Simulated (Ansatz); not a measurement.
Mg$_{3}$Sb$_{2}$ (A-La2O3 type, space group P-3m1)

```
Mg3Sb2
1.0
    4.56691     0.00000     0.00000
   -2.28346     3.95506     0.00000
    0.00000     0.00000     7.24702
Sb Mg
2 3
Direct
  0.33333   0.66667   0.22875
  0.66667   0.33333   0.77125
  0.00000   0.00000   0.00000
  0.33333   0.66667   0.63354
  0.66667   0.33333   0.36646
```

The volume is varied about the relaxed value V₀ at fixed cell shape. The atoms relax within the cell's symmetry.

All values below come from r2SCAN (plane waves to 500 eV, PAW, scalar-relativistic; Ansatz, a program for electronic structure). k mesh 12×12×7 (Γ-centred), Fermi-Dirac smearing 0.05 eV. Energies are smeared free energies. Compression counts positive. With the shape held, the modulus is that of even scaling; a crystal free to change shape is softer. Mg3Sb2 was relaxed with its symmetry unable to fall. Spin-orbit coupling is left out, though Sb is heavy. ΔE is measured from the relaxed starting cell.

```csv
V (Å³/atom),ΔE (meV/atom)
21.991,129.8
22.829,78.0
23.667,41.3
24.504,17.3
25.342,4.1
26.180,0.0
27.018,3.6
27.855,13.8
28.693,29.6
29.531,50.1
30.369,withheld
```

Problem. Fit a third-order Birch-Murnaghan form (E₀, V₀, B₀, B₀′ free) to the given rows and predict ΔE at V = 30.369.

Solution. Least squares on the 10 given rows: ΔE = E₀ + (9V₀B₀/16)·y²·[2 + (B₀′ − 4)y], y = (V₀/V)^(2/3) − 1, with V₀ = 26.183 Å³/atom, B₀ = 46.08 GPa (160.2 GPa = 1 eV/Å³; the term in eV is multiplied by 1000), B₀′ = 4.11, E₀ = -0.01 meV/atom; root-mean-square residual 0.02 meV/atom. At 30.369 the fit gives 74.7 meV/atom; the calculation gives 74.5 meV/atom, so the extrapolation is off by 0.2 (+0.3 %). For the pressure the fit gives -5.0 GPa against the computed -5.0 GPa.

(Under strain, the slope of the energy per volume gives the stress and its curvature an elastic modulus.)
